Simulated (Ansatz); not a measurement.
Space group P4/mmm (No. 123). a = 3.189 Å, b = 3.189 Å, c = 15.636 Å, α = 90.00°, β = 90.00°, γ = 90.00°
| atom | site | symmetry | x | y | z |
| --- | --- | --- | --- | --- | --- |
| Ta | 2g | 4mm | 0.0000 | 0.0000 | 0.8952 |
| Ta | 2g | 4mm | 0.0000 | 0.0000 | 0.3048 |
| Ta | 1b | 4/mmm | 0.0000 | 0.0000 | 0.5000 |
| Ta | 1c | 4/mmm | 0.5000 | 0.5000 | 0.0000 |
| Ru | 2h | 4mm | 0.5000 | 0.5000 | 0.2088 |
| Ru | 2h | 4mm | 0.5000 | 0.5000 | 0.4026 |

Equation of state of this Ta₃Ru₂ structure (not necessarily the ground state), with shape and atoms relaxed at each volume where symmetry leaves them free. It has no gap at any of these volumes. These are results of DFT PBEsol, scalar-relativistic, plane waves, PAW in Ansatz, not measurements.

Plane waves to 420 eV, a k mesh through Γ of 12×12×4 on the computed 10-atom cell and Gaussian smearing (0.10 eV); no spin polarisation.

| V (Å³/atom) | E − E(largest V) (meV/atom) | P (GPa) |
| --- | --- | --- |
| 13.993 | 121.05 | 43.04 |
| 14.470 | 13.45 | 29.67 |
| 14.947 | -57.43 | 18.23 |
| 15.424 | -96.77 | 8.41 |
| 15.901 | -108.95 | 0.00 |
| 16.378 | -97.89 | -7.20 |
| 16.855 | -67.00 | -13.33 |
| 17.491 | 0.00 | -20.12 |

Question: Fit a third-order Birch–Murnaghan equation to E(V).

Answer: V0 = 15.90 Å³/atom, B0 = 259 GPa, B0' = 4.1.

Spin-orbit coupling is left out, which matters for the bands of heavy elements.